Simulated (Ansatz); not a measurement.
Relaxed ZrB2 (AlB2 type, space group P6/mmm):

```
CELL_PARAMETERS angstrom
      3.17143     0.00000     0.00000
     -1.58571     2.74654     0.00000
      0.00000     0.00000     7.08264
ATOMIC_POSITIONS crystal
  Zr 0.00000 0.00000 0.00000
  Zr 0.00000 0.00000 0.50000
  B  0.33333 0.66667 0.25000
  B  0.33333 0.66667 0.75000
  B  0.66667 0.33333 0.25000
  B  0.66667 0.33333 0.75000
```

The atoms are displaced by Q × the pattern below (from a DFPT mode at A = (0.0, 0.0, 0.5), largest move 1; Q in Å), at fixed cell. It is one choice among 2 degenerate patterns. (q is in reciprocal vectors of the primitive cell; the cell shown is doubled to hold the pattern.)

```csv
atom,x,y,z
B3,0.000,1.000,0.000
B4,0.000,-1.000,0.000
B5,0.000,1.000,0.000
B6,0.000,-1.000,0.000
```

Atoms not listed stay in place.

These are PBE (plane waves to 420 eV, PAW, scalar-relativistic; Ansatz, a first-principles code) values and carry that method's errors. k mesh 17×17×7 (Γ-centred), Fermi-Dirac smearing 0.05 eV. With partly filled bands, energies and forces of such displacements shift with the k mesh and the smearing. ZrB2 is run without spin polarisation. ZrB2 was relaxed with its symmetry unable to fall.

At one point of the scan the forces (eV/Å) are:

| atom | Fx | Fy | Fz |
|---|---|---|---|
| Zr1 | 0.000 | 0.000 | 0.000 |
| Zr2 | 0.000 | 0.000 | 0.000 |
| B3 | 0.000 | 0.400 | 0.000 |
| B4 | 0.000 | -0.372 | 0.000 |
| B5 | 0.000 | 0.372 | 0.000 |
| B6 | 0.000 | -0.400 | 0.000 |

Task: Which point is it?
A) Q = -0.060 Å
B) Q = -0.120 Å
C) Q = -0.180 Å
D) Q = -0.090 Å

Result: A, Q = -0.060 Å

(A displaced cell: forces are minus the slopes of the energy, force constants its curvatures, and phonons follow from these.)
